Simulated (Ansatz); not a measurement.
ZrW2 (cubic Laves (MgCu2 type), Fd-3m), PBE in the plane-wave PAW code Ansatz, all energies at zero smearing, with the estimated change up to a 700 eV cutoff added, with one set of potentials and settings (totals compare only within such a set). Cell of 6 atoms (2 Zr, 4 W): -49907.844 eV.

| element | reference phase | E (eV/atom) |
|---|---|---|
| Zr | P6_3/mmc, 2 atoms in the cell | -4183.8362 |
| W | Im-3m, 1 atoms in the cell | -10384.8193 |

Formation energy per atom, worked out: (-49907.844 − 2×(-4183.8362) − 4×(-10384.8193))/6 = -0.149 eV/atom (-14 kJ per mol of atoms), at 0 K, without zero-point energy or fitted corrections.

The workflow started from an entry of the Crystallography Open Database (COD). Its standing as an ambient phase is unchecked. The cell was relaxed with PBE under the symmetry of its start; whether a distortion lowers the energy is not shown. No spin polarisation was allowed. The references are the lowest solids computed at this level, not always the standard phases. Spin–orbit coupling is left out wherever it is not named.

Potentials: the later of the program's two PAW sets.
